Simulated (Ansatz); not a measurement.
SiO$_{2}$ (rutile)

```
SiO2
1.0
    4.23588     0.00000     0.00000
    0.00000     4.23588     0.00000
    0.00000     0.00000     2.68991
Si O
2 4
Direct
  0.50000   0.50000   0.50000
  0.00000   0.00000   0.00000
  0.80699   0.80699   0.50000
  0.30699   0.69301   0.00000
  0.69301   0.30699   0.00000
  0.19301   0.19301   0.50000
```

The slice is a (010) plane (indices of the conventional cell) through the point (0.693, 0.307, 0.000) (fractional), spanned by u = [001] and v = [100] in vectors of this cell: u (2.69 Å) and v (4.24 Å, at 90° to u). It covers one period; positions are fractions (u, v).

Level of theory: PBE (plane waves to 420 eV, PAW, scalar-relativistic; Ansatz, a quantum-chemistry and plane-wave program). k mesh 8×8×12. Inside the PAW spheres the values are not all-electron values, and peaks at nuclei hang on which shells count as valence. SiO2 was relaxed with its symmetry unable to fall. The PAW data are Ansatz's earlier set.

Three fields on this plane, each scaled to ten steps between its own extremes (0 low, 9 high; the total valence density on a logarithmic scale, the potential cut 8 eV below its top; x marks points blanked near nuclei; v = 0 in the bottom row):

Map A
```
|xxxxxx110000011xxxxx|
|xxxxx00000000000xxxx|
|xxxxx00000000000xxxx|
|xxxx0000000000000xxx|
|xx00100000000000100x|
|33431000000000001343|
|66542000000000002456|
|66653000000000003566|
|77653100000000013567|
|77764200000000024677|
|87765420000000245677|
|88776431000001346778|
|88876530xxxxx0356788|
|8887650xxxxxxx056788|
|8887650xxxxxxx056788|
|8887750xxxxxxx057788|
|8787760xxxxxxx067787|
|7777772xxxxxxx277777|
|77777761xxxxx1677777|
|66777776300036777776|
|66677888877788887766|
|66778889888889888776|
|66778899999999988776|
|66778899999999988776|
|66677899999999987766|
|34567889999999887654|
|xx02678899999887620x|
|xxxx0678888888760xxx|
|xxxxx26677777662xxxx|
|xxxxx05566666550xxxx|
|xxxxxx344444443xxxxx|
|xxxxxx133222331xxxxx|
```

Map B
```
|xxxxxx012333210xxxxx|
|xxxxx00134443100xxxx|
|xxxxx01245654210xxxx|
|xxxx0024677764200xxx|
|xx00013578987531000x|
|00001246899986421000|
|00012457899987542100|
|00113467899987643110|
|01123456777776543211|
|11122345555555432211|
|11122333322233332211|
|11112222210122222111|
|11111222xxxxx2221111|
|0011123xxxxxxx321110|
|0001123xxxxxxx321100|
|0000123xxxxxxx321000|
|0000012xxxxxxx210000|
|0000011xxxxxxx110000|
|11000001xxxxx1000001|
|11100000111110000011|
|11100000000000000011|
|11100000000000000011|
|11100000000000000011|
|00000000000000000000|
|00000000000000000000|
|00000000000000000000|
|xx11110000000001111x|
|xxxx2110000000112xxx|
|xxxxx21100000112xxxx|
|xxxxx31111111113xxxx|
|xxxxxx111111111xxxxx|
|xxxxxx111222111xxxxx|
```

Map C
```
|xxxxxx874212478xxxxx|
|xxxxx99742124799xxxx|
|xxxxx98742124789xxxx|
|xxxx9986421246899xxx|
|xx98876431113467889x|
|88776543211123456778|
|65543322222222233455|
|33221112344432111223|
|11101123567653211011|
|00001235789875321000|
|00001357899987531000|
|00002468999998642000|
|00013578xxxxx8753100|
|0001468xxxxxxx864100|
|0002478xxxxxxx874200|
|0012578xxxxxxx875210|
|0013578xxxxxxx875310|
|0013578xxxxxxx875310|
|00124689xxxxx9864210|
|00013578999998753100|
|00012357889887532100|
|00001134677764311000|
|21100012344432100011|
|44311000111110001134|
|76542100000000012456|
|98864210000000124688|
|xx98752100000125789x|
|xxxx8642000002468xxx|
|xxxxx76310001367xxxx|
|xxxxx87520002578xxxx|
|xxxxxx863101368xxxxx|
|xxxxxx864111468xxxxx|
```

### Question
Assign the maps to these fields: density of the lowest conduction band (whole band as if filled, smooth part); electron localisation function (ELF); electrostatic potential energy of an electron, from the cell's mean.

### Answer
A is the electrostatic potential energy of an electron, from the cell's mean; B is the density of the lowest conduction band (whole band as if filled, smooth part); C is the electron localisation function (ELF).
